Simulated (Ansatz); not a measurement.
**Mg5O: computed properties**

These are results of Ansatz 0.2.0, DFT PBE, scalar-relativistic, plane waves, PAW, not measurements.

Plane waves to 420 eV, a k mesh through Γ of 6×6×12 on the computed 6-atom cell and Gaussian smearing (0.10 eV); no spin polarisation.

The structure is relaxed at this level of theory with its symmetry kept, and needn't be the ground state of this composition.

```
Mg O
1.0
     7.11857    0.00000    0.00000
    -3.55929    6.16486    0.00000
     0.00000    0.00000    2.91083
Mg O
5 1
Direct
  0.00000 0.23473 0.00000
  0.76527 0.76527 0.00000
  0.23473 0.00000 0.00000
  0.66667 0.33333 0.50000
  0.33333 0.66667 0.50000
  0.00000 0.00000 0.50000
```

(1) Formation energy from the elements' standard states (uncorrected)?

(2) Kohn–Sham band gap?

(3) Density of states at the Fermi level?

(4) Bader charge by site (e)?

## Answers

(1) -0.499 eV/atom.

(2) none (metal).

(3) 2.0 states/eV per cell.

(4) Mg (3 in the cell) 0.57, Mg (2 in the cell) 0.12, O (1 in the cell) -1.94.

Another cell of Mg5O relaxed alike, in P-6m2, lies 198 meV/atom lower, so this cell isn't the stable form at this level.

The cell was found from a structure generator's guess, not taken from experiment.
